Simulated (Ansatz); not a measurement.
## Electric field gradients in BaWO4

Computed with Ansatz 0.2.0, DFT PBEsol, scalar-relativistic, plane waves, PAW. Settings: 420 eV plane-wave cutoff, Γ-centred 6×6×6 mesh, fixed occupations. No spin polarisation.

The cell, relaxed at this level:
```
CELL_PARAMETERS angstrom
-2.80288 2.80288 6.27613
2.80288 -2.80288 6.27613
2.80288 2.80288 -6.27613
ATOMIC_POSITIONS crystal
Ba 0.25000 0.75000 0.50000
Ba 0.50000 0.50000 0.00000
W 0.75000 0.25000 0.50000
W 0.00000 0.00000 0.00000
O 0.15169 0.04893 0.35963
O 0.68930 0.79206 0.64037
O 0.06070 0.45794 0.85963
O 0.54206 0.40169 0.60276
O 0.20794 0.84831 0.89724
O 0.95107 0.31070 0.10276
O 0.79893 0.93930 0.39724
O 0.59831 0.20107 0.14037
```

Spin–orbit coupling is left out, which matters for gradients at heavy nuclei.

Question: Give V_zz (10²¹ V/m²) and the asymmetry η at each distinct site.

Answer:
```csv
atom,V_zz,η
Ba (atom 1),-5.55,0.00
W (atom 3),9.23,0.00
O (atom 5),1.57,0.41
```

Whether BaWO4 exists in this form wasn't checked.

Cost: 1 run of about 0.13 core-minutes, on AMD EPYC 9R45 (Zen 5) (shared hosts).